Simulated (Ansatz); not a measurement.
input.yaml (Ansatz 0.2.0):

```yaml
crystal:
  lattice:
    - [3.9514806489, 0.0, 0.0]
    - [0.0, 3.9514806489, 0.0]
    - [0.0, 0.0, 3.9514806489]
  atoms:
    - { symbol: Sc, position: [0.0, 0.0, 0.0] }
    - { symbol: Pt, position: [0.0, 0.5, 0.5] }
    - { symbol: Pt, position: [0.5, 0.5, 0.0] }
    - { symbol: Pt, position: [0.5, 0.0, 0.5] }
basis:
  ecutwfc: 420
  ecutrho_ratio: 4
kpoints:
  mp_grid: { grid: [8, 8, 8] }
hamiltonian:
  xc: pbesol
scf:
  occupations: { method: gaussian, width: 0.05 }
output:
  forces: true
  stress: true
  eigenvalues: true
```

The start was a prototype's sites filled with these elements; the Crystallography Open Database holds the compound in this structure.

Q: What will the run give?

A: Pressure 0.0 GPa, gap on the mesh zero (metallic) (PBEsol, scalar-relativistic).

What the program printed, in part:

```
Pseudopotentials: kind: paw
Pseudopotential: Sc, paw, valence charge 11, recommended cutoff 420 eV (normal), Sc.paw.azcp
Pseudopotential: Pt, paw, valence charge 18, recommended cutoff 420 eV (normal), Pt.paw.azcp
Crystal: 4 atoms, lattice volume = 61.699 Å³
Basis set: ecut = 420 eV, 1213 PW (Γ), exchange–correlation on 54×54×54 points (8 copies of the dense FFT grid, shifted against one another)
Bands: 39, of which v1, the nominal top of the filled ones, is band 33 counted from 1 (32 counted from 0)
Symmetry: 48 space group operations
Space group: Pm-3m (ITA 221), of the structure as read, at distance tolerance 4.0e-5 Å
k-points: 35 of 512
Initial density: superposition of atomic densities (neutral atoms: chi_scale 0, normalization atom), corrected by the library's trained network
Initial wavefunctions: pseudopotential atomic-orbital guess
Functional: x = pbesol(κ = 0.804, μ = 0.12346), c = pbesol(β = 0.046)
```

SCF trace (energy estimate counted from the last row):
| iteration | ΔE (eV) | density residual (eV) |
| --- | --- | --- |
| 1 | -0.016 | 1.00e-1 |
| 2 | -3.2e-03 | 2.14e-2 |
| 3 | -1.6e-04 | 5.82e-4 |
| 4 | -5.4e-05 | 1.36e-4 |
| 5 | -3.7e-05 | 2.24e-6 |
| 6 | 0.000 | 3.47e-7 |
| 7 | 0.000 | 2.25e-9 |

```
SCF 1 converged in 7 iterations: F = -39267.071193 eV  dr2 = 2.25e-9
SCF converged after 7 iterations
Free energy (F): -39267.071193 eV
E sigma→0 (E₀):  -39267.068200 eV
Entropy (-TS):   -0.005985 eV (-1.496 meV/atom)
Fermi energy:    20.733407 eV
--- Forces (eV/Å), atoms counted from 1 ---
  atom   1  Sc     0.00000000     0.00000000     0.00000000
  atom   2  Pt     0.00000000     0.00000000     0.00000000
  atom   3  Pt     0.00000000     0.00000000     0.00000000
  atom   4  Pt     0.00000000     0.00000000     0.00000000
--- Stress (GPa, compression-positive) ---
       -0.006832       0.000000       0.000000
        0.000000      -0.006832       0.000000
        0.000000       0.000000      -0.006832
  P = ⅓ Tr σ = -0.0068 GPa (-0.068 kbar)
--- Band table (eV; the first three rows and the last of 35) ---
  k-point 0: bands = ["-77.6693", "-77.6395", "-77.6395", "-31.9913", "-31.9913", "-31.9913", "-31.7988", "-31.7988", "-31.7988", "-31.6973", "-31.6973", "-31.6973", "-27.9208", "-6.6795", "-6.6795", "-6.6795", "11.5573", "14.3530", "14.6412", "14.6412", "14.9002", "14.9002", "14.9002", "17.9694", "17.9694", "17.9694", "19.7123", "19.7123", "20.7633", "21.2499", "21.2499", "21.2499", "23.1688", "23.1688", "23.1688", "24.1722", "24.1722", "25.2895", "25.2895"]
  k-point 1: bands = ["-77.6683", "-77.6405", "-77.6395", "-31.9851", "-31.9851", "-31.9811", "-31.8006", "-31.8006", "-31.7993", "-31.7095", "-31.7019", "-31.7019", "-27.9192", "-6.6891", "-6.6811", "-6.6811", "11.7608", "14.4785", "14.7191", "14.8093", "14.9691", "15.0252", "15.0252", "17.8565", "18.0203", "18.0203", "19.5444", "19.7280", "20.5407", "20.5407", "20.5859", "21.2504", "22.0451", "23.4060", "23.4060", "24.0827", "24.3325", "25.2731", "25.6153"]
  k-point 2: bands = ["-77.6655", "-77.6433", "-77.6395", "-31.9683", "-31.9683", "-31.9515", "-31.8063", "-31.8063", "-31.8003", "-31.7437", "-31.7131", "-31.7131", "-27.9155", "-6.7120", "-6.6847", "-6.6847", "12.3407", "14.8026", "14.9170", "15.1591", "15.2827", "15.3943", "15.3943", "17.5619", "18.1056", "18.1056", "19.0841", "19.4097", "19.4097", "19.7140", "20.1195", "20.2199", "21.2516", "23.1726", "23.1726", "23.8558", "24.1387", "25.2365", "26.7688"]
  k-point 34: bands = ["-77.6494", "-77.6494", "-77.6494", "-32.0960", "-31.9496", "-31.9496", "-31.9496", "-31.7240", "-31.7240", "-31.6969", "-31.6969", "-31.6969", "-27.9156", "-6.7062", "-6.7062", "-6.7062", "14.1539", "14.1539", "14.1539", "14.8605", "16.9884", "16.9884", "16.9884", "17.9348", "17.9348", "17.9348", "18.5829", "18.5829", "20.3477", "20.8040", "20.8040", "20.8040", "21.1183", "21.1183", "21.1183", "23.4378", "23.4378", "23.4378", "24.7809"]
```

Total energies depend on the potentials used, so only differences within one code and one set of settings carry meaning.

These numbers lack spin–orbit coupling.
